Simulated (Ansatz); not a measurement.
CuSe in space group P6_3/mmc (No. 194; Cu on 2d, Cu on 4f, Se on 2c, Se on 4e) at seven volumes, plane-wave PAW r²SCAN (Ansatz code), shape and atoms relaxed at each. One row is withheld.

```tsv
V (Å³/atom)	P (GPa)
18.103	8.61
18.700	5.23
19.297	2.39
19.893	0.00
20.490	-2.01
21.087	-3.68
21.684	?
```

Task: Fit the shown pressures and predict the withheld one.

Result: Third-order Birch–Murnaghan: P = (3/2)B₀(x^(7/2) − x^(5/2))[1 + (3/4)(B′ − 4)(x − 1)] with x = (V₀/V)^(2/3). Least squares on the six rows gives V₀ = 19.894 Å³/atom, B₀ = 72.77 GPa, B′ = 4.80. At V = 21.684, x = 0.9442 and P = -5.10 GPa. The run itself gave -5.08 GPa.

The workflow started from an entry of the Crystallography Open Database (COD). Its standing as an ambient phase is unchecked. The cell was relaxed with r²SCAN under the symmetry of its start; whether a distortion lowers the energy is not shown. No spin polarisation was allowed.

Potentials: the later of the program's two PAW sets.
